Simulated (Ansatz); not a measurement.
The start is a generated cell, ZnSe placed in the zincblende structure type. Cell shape, volume and atoms are optimised at zero target pressure with r2SCAN (plane waves to 500 eV, PAW, scalar-relativistic; Ansatz, an electronic-structure program). First-step values are on the input's coarse k-mesh.

Ansatz input (later rounds restart from its end on a renewed k-mesh):
Ansatz 0.2 input:
```yaml
crystal:
  lattice:
    - [0, 2.867785, 2.867785]
    - [2.867785, 0, 2.867785]
    - [2.867785, 2.867785, 0]
  atoms:
    - { symbol: Se, position: [0.75, 0.75, 0.75] }
    - { symbol: Zn, position: [0, 0, 0] }
basis: { ecutwfc: 500, ecutrho_ratio: 4, xc_grid: 4, fft_grid_basis: typed }
kpoints: { mp_grid: { grid: [7, 7, 7] } }
hamiltonian:
  xc: r2scan
  dispersion: none
  pseudopotentials: { kind: paw }
scf: { occupations: { method: fermi_dirac, width: 0.05 } }
relax: { f_tol: 0.01, max_steps: 100, cell: { stress_tol: 0.02 } }
output: { forces: true, stress: true }
```

Problem. How large is the pressure on the unrelaxed cell, and of which sign?

Solution. -2.2 GPa (negative: the cell is under tension).

Problem. By how much does the energy per atom fall from start to end?

Solution. 6 meV/atom.

Problem. How does the volume per atom move from start to end?

Solution. -3.6 %, from 23.59 to 22.73 Å³/atom.

Problem. How do the shortest distances between atoms change?

Solution. The closest pairs of elements (up to four, under 3.6 Å), start → end: Se–Zn 2.48 → 2.45 Å.

Problem. Is the relaxed structure metallic? Give its gap.

Solution. 1.87 eV, direct at Γ (no spin-orbit coupling).

Problem. What does it relax into? Give the structure.

Solution. 
Space group F-43m (No. 216); a = b = c = 5.6657 Å, α = β = γ = 90.00°

```
atom  site  symmetry       x       y       z
----  ----  --------  ------  ------  ------
Se      4c      -43m  0.2500  0.2500  0.2500
Zn      4a      -43m  0.0000  0.0000  0.0000
```
(The calculation used a cell of 2 atoms; values per cell refer to that cell.)

The space group stays F-43m (No. 216) (the run could not lower it); the end is zinc blende type, with 2 atoms in the primitive cell. Final values are on a 10×10×10 k-mesh of the relaxed cell. No spin polarisation in the result.

The run could not lose the symmetry of its start; a randomly shaken copy of 2 atoms returns to this structure.

All atoms sit on sites fixed by symmetry, so only the cell could relax.
